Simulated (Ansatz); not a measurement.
Relaxed Os (hcp, Mg type):

```
Os
1.0
    5.47669     0.00000     0.00000
   -1.36917     2.37148     0.00000
    0.00000     0.00000     4.31593
Os
4
Direct
  0.16667   0.66667   0.75000
  0.66667   0.66667   0.75000
  0.33333   0.33333   0.25000
  0.83333   0.33333   0.25000
```

Level of theory: r2SCAN (plane waves to 500 eV, PAW, scalar-relativistic; Ansatz, a quantum-chemistry and plane-wave program). k mesh 8×16×9 (Γ-centred), Fermi-Dirac smearing 0.05 eV. With partly filled bands, energies and forces of such displacements shift with the k mesh and the smearing. Os is run without spin polarisation. Os was relaxed with its symmetry unable to fall. Spin-orbit coupling is left out, though Os is heavy.

One atom of the cell was then moved (with its periodic images), all else fixed, and the forces (eV/Å) came out as:

| atom | Fx | Fy | Fz |
|---|---|---|---|
| Os1 | -7.585 | -8.894 | -9.731 |
| Os2 | 5.521 | 5.122 | -0.709 |
| Os3 | 0.078 | 2.567 | 9.312 |
| Os4 | 1.986 | 1.205 | 1.128 |

Q: Which atom was moved, and by which vector (Å)?

A: Os1, by (0.37, 0.37, 0.37), 0.64 Å in all.

(A displaced cell: forces are minus the slopes of the energy, force constants its curvatures, and phonons follow from these.)
